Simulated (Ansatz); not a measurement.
**Data sheet: Ti10Ga3Sb3 (DFT)**

Ti10Ga3Sb3:
Space group P-62m (No. 189); a = 7.8113 Å, b = 7.8113 Å, c = 5.3111 Å, α = 90.00°, β = 90.00°, γ = 120.00°

| atom | site | symmetry | x | y | z |
|---|---|---|---|---|---|
| Ti | 4h | 3.. | 0.3333 | 0.6667 | 0.2602 |
| Ti | 3g | m2m | 0.7496 | 0.7496 | 0.5000 |
| Ti | 3f | m2m | 0.2398 | 0.2398 | 0.0000 |
| Ga | 3g | m2m | 0.3863 | 0.3863 | 0.5000 |
| Sb | 3f | m2m | 0.0000 | 0.3973 | 0.0000 |

Space group P-62m (No. 189); conventional cell a = b = 7.811 Å, c = 5.311 Å, α = β = 90.00°, γ = 120.00°.

Method: r²SCAN in the plane-wave PAW code Ansatz. The cell and atoms are relaxed at this level. Other levels are named where they apply.

Cell and energy:

```json
{
 "volume_per_atom": "17.54 Å³",
 "density": "6.23 g/cm³",
 "Formation energy from the elements (no fitted shifts)": "-0.54 eV/atom"
}
```

Electronic structure:

```json
{
 "electronic_character": "metallic (no gap)",
 "Density of states at the Fermi level": "0.58 states/eV per atom (mean over ±0.08 eV)"
}
```

The first step of the workflow began from a Materials Project structure, measured or hypothetical; the Crystallography Open Database copy checked does not list it. With Ga and Sb taken as one species the cell has the higher symmetry P6_3/mcm, so it may be an ordered model of a mixed-site phase. Whether it is the stable phase at ambient conditions was not checked. Symmetry was held in the r²SCAN relaxation; its stability against distortions is not shown here. The run is not spin-polarised. The references are the lowest solids computed at this level, not always the standard phases. Scalar-relativistic: spin–orbit coupling is off unless named, which matters more the heavier the elements.

Potentials: the later of the program's two PAW sets.
